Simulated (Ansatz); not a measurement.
TiNCl:
```yaml
crystal:
  lattice:
    - [3.25567, 0.00000, 0.00000]
    - [0.00000, 3.91921, 0.00000]
    - [0.00000, 0.00000, 7.89796]
  atoms:
    - { symbol: Ti, position: [0.50000, 0.00000, 0.09788] }
    - { symbol: Ti, position: [0.00000, 0.50000, 0.90212] }
    - { symbol: N, position: [0.00000, 0.00000, 0.95327] }
    - { symbol: N, position: [0.50000, 0.50000, 0.04673] }
    - { symbol: Cl, position: [0.50000, 0.50000, 0.67043] }
    - { symbol: Cl, position: [0.00000, 0.00000, 0.32957] }
```

Relaxed with r²SCAN+D4.

Tabulate the valence density and the electron localisation function along the shortest Ti–Cl contact (2.45 Å), DFT-r²SCAN+D4 in the program Ansatz with PAW potentials.



```
distance from Ti (Å)  density (e/Å³)   ELF
--------------------  --------------  ----
0.24                            9.26  0.17
0.37                            7.84  0.47
0.49                            5.69  0.67
0.61                            3.45  0.71
0.73                            1.73  0.61
0.86                            0.80  0.34
0.98                            0.46  0.16
1.10                            0.38  0.18
1.22                            0.42  0.43
1.35                            0.54  0.71
1.47                            0.74  0.83
1.59                            1.03  0.86
1.71                            1.41  0.86
1.84                            1.76  0.83
1.96                            1.82  0.75
2.08                            1.43  0.59
2.20                            0.69  0.38
```

The density is the valence pseudo-density with augmentation charge, so density and ELF within about 1 Å of a nucleus are not all-electron values.

Space group Pmmn. The workflow started from a Materials Project entry (that database holds measured and hypothetical structures alike); the Crystallography Open Database files this formula in space group No. 59, but the cells were not matched. Its standing as an ambient phase is unchecked. Symmetry was held in the r²SCAN+D4 relaxation; whether a distortion lowers the energy is not shown. The run is not spin-polarised.

Potentials: the later of the program's two PAW sets.
